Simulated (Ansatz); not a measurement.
CdF₂: hydrostatic pressure series

Theory: DFT r2SCAN, scalar-relativistic, plane waves, PAW in Ansatz. (500 eV cutoff, 8×8×8 k-mesh, Gaussian smearing of 0.02 eV, no spin polarisation)

Reference structure (relaxed):

```
Cd F
1.0
     0.00000    2.69400    2.69400
     2.69400    0.00000    2.69400
     2.69400    2.69400    0.00000
Cd F
1 2
Direct
  0.00000 0.00000 0.00000
  0.25000 0.25000 0.25000
  0.75000 0.75000 0.75000
```

Cell and atoms are relaxed at each pressure within the symmetry of the start, at zero temperature, so transitions that lower the symmetry aren't seen. The k-mesh given is that at zero pressure and may differ at others. a, b and c are the lengths of the cell vectors above. Gaps are generalised Kohn–Sham gaps over the whole zone.

| P (GPa) | V (Å³/atom) | V/V0 | a (Å) | b (Å) | c (Å) |
| --- | --- | --- | --- | --- | --- |
| -3 | 13.41 | 1.029 | 3.846 | 3.846 | 3.846 |
| 0 | 13.03 | 1.000 | 3.810 | 3.810 | 3.810 |
| 3 | 12.72 | 0.976 | 3.779 | 3.779 | 3.779 |
| 8 | 12.27 | 0.941 | 3.733 | 3.733 | 3.733 |
| 15 | 11.76 | 0.902 | 3.681 | 3.681 | 3.681 |
| 30 | 10.95 | 0.840 | 3.595 | 3.595 | 3.595 |
| 60 | 9.90 | 0.760 | 3.477 | 3.477 | 3.477 |

(1) What bulk modulus and pressure derivative fit these points?

(2) What does pressure do to the gap?

Results:

(1) A third-order Birch–Murnaghan fit gives B0 = 113 GPa and B0' = 4.7.

(2) The gaps are 3.69 eV at -3 GPa, 3.79 eV at 0 GPa, 3.89 eV at 3 GPa, 4.02 eV at 8 GPa, 4.18 eV at 15 GPa, 4.44 eV at 30 GPa, 4.82 eV at 60 GPa.